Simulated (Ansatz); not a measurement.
An element in the sc structure gives these cold pressures by all-electron LAPW under PBEsol (Ansatz 0.2.0, scalar-relativistic, no spin polarisation).

```tsv
V (Å³/atom)	P (GPa)
17.33	0.00
15.25	38.8
13.52	103.0
11.78	225.4
10.05	469.5
8.66	850.2
7.45	1467
```

Task: Which element is it?

Result: Pt. Its zero-pressure volume in this structure is near 17.3 Å³/atom; the volume and the steepness of P(V) together point to it, though neighbours can come close. This is the case that was computed; others weren't tested.
